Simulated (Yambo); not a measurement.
```
CELL_PARAMETERS angstrom
      4.86375     0.00000     0.00000
      0.00000     4.64601     0.00000
      0.00000     0.00000     4.73867
ATOMIC_POSITIONS crystal
  H  0.24279 0.55397 0.02882
  H  0.75721 0.44603 0.52882
  H  0.25721 0.55397 0.52882
  H  0.74279 0.44603 0.02882
  H  0.37978 0.09363 0.36114
  H  0.62022 0.90637 0.86114
  H  0.12022 0.09363 0.86114
  H  0.87978 0.90637 0.36114
  Mg 0.97039 0.73607 0.74844
  Mg 0.02961 0.26393 0.24844
  Mg 0.52961 0.73607 0.24844
  Mg 0.47039 0.26393 0.74844
```

MgH₂ (space group Pca2_1, No. 29): mean Im ε in 1 eV windows above the direct gap of 3.80 eV, for different electron-hole kernels (Yambo, broadening 0.15 eV, PBEsol (pw.x of Quantum ESPRESSO, ONCV potentials, no spin-orbit coupling) bands; 4×4×4 mesh, 7 valence and 11 conduction bands, static screening with 63 bands and a 3 Ry block, scissor 1.69 eV, Tamm-Dancoff; field along x).

```
window (eV)  independent quasiparticles  RPA (no attraction)  BSE
-----------  --------------------------  -------------------  ---
3.8 to 4.8                          0.2                  0.2  0.8
4.8 to 5.8                          1.1                  0.9  5.8
5.8 to 6.8                          3.9                  3.2   18
6.8 to 7.8                           12                  9.2  5.9
7.8 to 8.8                          7.6                  7.6  3.0
8.8 to 9.8                          5.4                  5.2  2.0
```

This run doesn't resolve bound excitons or single peaks, so only averages are given, and they too depend on the mesh; weight that the attraction moves below the gap isn't listed. All transitions below 10.97 eV are in the band window. The scissor comes from a G0W0 run whose convergence isn't established.

Geometry of the Materials Project entry, not relaxed at this level.

The structure is a Materials Project entry; no match was found in the copy of COD used, and its stability was not checked.
